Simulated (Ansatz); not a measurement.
Here is the system:

SrPb:
```
CELL_PARAMETERS angstrom
      2.55827    -6.11688     0.00000
      2.55827     6.11688     0.00000
      0.00000     0.00000     4.66751
ATOMIC_POSITIONS crystal
  Sr 0.13245 0.86755 0.75000
  Sr 0.86755 0.13245 0.25000
  Pb 0.41564 0.58436 0.75000
  Pb 0.58436 0.41564 0.25000
```

This is the r²SCAN-relaxed structure.

### Question
All from plane-wave PAW r²SCAN (Ansatz code), unless another level is named. Estimate the formation energy from the elements (no fitted shifts).

### Answer
-0.73 eV/atom.

### Question
What about the density of states at the Fermi level?

### Answer
0.33 states/eV per atom (mean over ±0.08 eV).

Space group Cmcm. The workflow started from a Materials Project entry (that database holds measured and hypothetical structures alike); the Crystallography Open Database files this formula in space group No. 63, but the cells were not matched. Its standing as an ambient phase is unchecked. The cell was relaxed with r²SCAN under the symmetry of its start; whether a distortion lowers the energy is not shown. The references are the lowest solids computed at this level, not always the standard phases. Spin–orbit coupling is left out wherever it is not named.

Potentials: the later of the program's two PAW sets.
